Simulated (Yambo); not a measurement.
Yambo run on RbMo₂AlO₈ (space group P-3m1, No. 164). The wavefunctions are PBEsol (pw.x of Quantum ESPRESSO, ONCV potentials, no spin-orbit coupling) ones on a 3×3×2 mesh (44 occupied bands); a = b = 5.6537 Å, c = 7.4760 Å, α = β = 90.00°, γ = 120.00°.

Yambo input:

```
rim_cut
HF_and_locXC
RandQpts= 1000000
RandGvec= 1 Ry
EXXRLvcs= 84 Ry
VXCRLvcs= 336 Ry
% QPkrange
 1 | 1 | 44 | 45 |
 2 | 2 | 44 | 45 |
 5 | 5 | 44 | 45 |
 6 | 6 | 44 | 45 |
%
```

k points by index: 1 = Γ, 2 = A, 5 = K, 6 = H.

Table of the .hf output:

```
#    K-point    Band    Eo [eV]    Ehf [eV]    Vxc [eV]    Vnlxc [eV]
#
    1    44    0.000000    -5.051196    -19.72380    -24.77500
    1    45    3.676604    8.939547    -18.72355    -13.46061
    2    44    -0.858673E-3    -5.050601    -19.72081    -24.77055
    2    45    3.780538    9.028626    -18.99081    -13.74272
    5    44    -0.327928    -5.470372    -19.21981    -24.36225
    5    45    3.837888    9.098552    -19.08251    -13.82184
    6    44    -0.353836    -5.500161    -19.14876    -24.29509
    6    45    3.943209    9.208929    -19.08069    -13.81497
```
Exchange alone, without screening.

Geometry of the Materials Project entry, not relaxed at this level.

The structure is a Materials Project entry; no match was found in the copy of COD used, and its stability was not checked.
